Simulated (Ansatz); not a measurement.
A geometry of SrTiO₃ away from equilibrium: the start of the relaxation of a relaxed SrTiO3 cell, doubled along one cell vector, shaken by Gaussian noise of σ = 0.08 Å a coordinate. Calculation: PBEsol (plane waves to 420 eV, PAW, scalar-relativistic; Ansatz, a program for electronic structure). Γ-centred k-mesh 3×6×4 on the run's cell (coarser than for final values), Fermi–Dirac smearing 0.05 eV.

```xyz
10
Lattice="7.8476 0.0000 0.0000 0.0000 3.9238 0.0000 0.0000 0.0000 6.4721" Properties=species:S:1:pos:R:3 pbc="T T T"
O     -0.0973     1.7894     3.3483
O      3.8763     2.0882     3.2818
O      2.0113     0.0184     3.3181
O      5.8316    -0.0965     3.0642
O     -0.0280    -0.0119     3.2475
O      3.9060    -0.1238     3.1567
Sr     1.9761     1.9183     0.0820
Sr     5.8402     1.8903     0.0258
Ti     2.0416     2.1101     3.2416
Ti     5.8661     2.0424     3.1945
```

Task: Which atoms carry the largest force, and which way does it point?

Result: 2.19 eV/Å, on Ti9 (atoms numbered as listed); on Ti9 its components are (-2.06, -0.56, 0.47).

Task: What is the pressure?

Result: +2.3 GPa, compression positive.

Task: How far above the relaxed end point is this geometry?

Result: 2.59 eV/atom; the path ends in P2₁ (No. 4).

No spin polarisation in the result.

The end of the path is a generated cell of SrTiO3: the first start was made by a random draw of sites in a space group, and the end was not matched to a known phase here, so it may be hypothetical. Known forms of SrTiO3 include space group No. 221.
